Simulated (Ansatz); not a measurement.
The elements of this relaxed trial crystal are hidden behind letters.

```
lattice vectors (Å)
   2.9120   -4.1375    0.0000
   2.9120    4.1375    0.0000
   0.0000    0.0000    2.8781
fractional positions
X 0.0000 0.5000 0.0000
X 0.5000 0.5000 0.5000
X 0.5000 0.0000 0.0000
Z 0.0000 0.0000 0.5000
Q 0.7415 0.7415 0.0000
Q 0.7452 0.2548 0.5000
Q 0.2548 0.7452 0.5000
Q 0.2585 0.2585 0.0000
```

These are results of DFT PBE, scalar-relativistic, plane waves, PAW in Ansatz, not measurements. The final run on the 8-atom cell used 420 eV, a Γ-centred 8×8×14 mesh, 0.10 eV smearing and collinear spin.

- Space group: Cmmm (No. 65)
- Conventional cell: a = 5.824 Å, b = 8.275 Å, c = 2.878 Å
- Volume per atom: 8.67 Å³
- Density: 4.50 g/cm³
- Energy over the elements: −1.05 eV/atom
- Gap on the 8×8×14 mesh of the 8-atom cell: 0 eV (a metal)
- Net moment per atom: 0.23 μB

Energies are uncorrected and count from the elements' standard states at the same level.

Question: X is a p-block element of period 3, Z is a d-block element of period 4 and Q is a p-block element of period 2. Which elements are they?

Answer: X = Al, Z = V, Q = N, so the formula is Al3VN4. Density times volume gives a mean mass of 4.50 × 8.67/1.6605 = 23.5 u per atom, and this set has 23.5 u. Al on a site of symmetry 2/m is surrounded by 6 N at 2.05–2.07 Å, 8 Al at 2.88–2.91 Å and 4 V at 2.91 Å; around V lie 6 N at 2.08–2.11 Å, 2 V at 2.88 Å and 10 Al at 2.91 Å; N on a site of symmetry 2mm is surrounded by 4 Al at 2.01–2.07 Å and 2 V at 2.08 Å; 2 more sites not described. Other sets within the hints have nearly the same mass, so mass alone doesn't settle it; this one was computed.

The magnetic state reached may not be the lowest. A structure relaxed within its symmetry needn't be a true minimum. Another cell of Al3VN4 relaxed alike, in P4/mmm, lies 22 meV/atom lower, so this cell isn't the stable form at this level.
